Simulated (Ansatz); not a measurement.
The relaxed structure here is a generated cell of AlNi: the first start was made by placing the elements on the sites of a structure type, and the end was not matched to a known phase here, so it may be hypothetical. Known forms of AlNi include space group No. 221.

One stationary structure of AlNi. Space group P6₃mc (No. 186). Computed with r2SCAN (plane waves to 500 eV, PAW, scalar-relativistic; Ansatz, a quantum-chemistry and plane-wave program).

Space group P6₃mc (No. 186); a = b = 3.8462 Å, c = 9.1121 Å, α = β = 90.00°, γ = 120.00°

```json
[
 {"atom": "Ni", "site": "2a", "symmetry": "3m.", "x": "0.0000", "y": "0.0000", "z": "0.0200"},
 {"atom": "Ni", "site": "2b", "symmetry": "3m.", "x": "0.3333", "y": "0.6667", "z": "0.1370"},
 {"atom": "Al", "site": "2a", "symmetry": "3m.", "x": "0.0000", "y": "0.0000", "z": "0.2687"},
 {"atom": "Al", "site": "2b", "symmetry": "3m.", "x": "0.3333", "y": "0.6667", "z": "0.4486"}
]
```

Problem. Give the magnetic moment at the level r2SCAN.

Solution. Zero (the starting moments vanished).

No spin polarisation in the result: the starting moments vanished. A magnetic state may lie lower.

The run could not lose the symmetry of its start: the end is stationary, and may be a saddle point rather than a minimum.
